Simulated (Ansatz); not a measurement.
A relaxed cell of Li₇Sb is given with its symmetry left out. The cell was found from a structure generator's guess, not taken from experiment.

Method: DFT PBE, scalar-relativistic, plane waves, PAW in Ansatz 0.2.0. Cutoff 420 eV, Γ-centred mesh, Gaussian smearing, no spin polarisation.

```
Li Sb
1.0
     2.51038    1.44937    6.92137
    -2.51038    1.44937    6.92137
     0.00000   -2.89874    6.92137
Li Sb
7 1
Cartesian
  0.0000 -1.4494 3.4607
  1.2552 0.7247 3.4607
  -1.2552 0.7247 3.4607
  0.0000 0.0000 14.7156
  0.0000 0.0000 6.0485
  0.0000 0.0000 8.7461
  0.0000 0.0000 12.0180
  0.0000 0.0000 0.0000
```

Energies over the elements count from the elements' standard structures at the same level, with no fitted energy shifts.

Q: What space group does it have?

A: R-3m (No. 166). Conventional cell: a = 5.021 Å, c = 20.764 Å. Around Li on a site of symmetry 2/m lie 4 Li at 2.51 Å and 6 Li at 2.97–3.00 Å; Li on a site of symmetry 3m is surrounded by 1 Li at 2.70 Å, 6 Li at 2.97–3.05 Å, 3 Sb at 3.03 Å and 3 Li at 3.38 Å; Li on a second site of symmetry 3m has 1 Li at 2.70 Å, 9 Li at 3.00–3.05 Å, 1 Li at 3.27 Å and 3 Sb at 3.43 Å; Sb is surrounded by 6 Li at 3.03 Å, 6 Li at 3.43 Å and 6 Li at 3.75 Å.

Q: How far does it lie from the elements in energy?

A: −0.12 eV/atom. It lies below the elements, which doesn't yet make it stable against other compounds or structures.

Q: Is it a metal?

A: Yes, bands cross the Fermi level on the 9×9×9 mesh.

The last run used a 9×9×9 mesh for its 8-atom cell and Gaussian smearing of 0.10 eV. These runs have no spin–orbit coupling, which can matter for Sb. A structure relaxed within its symmetry needn't be a true minimum.
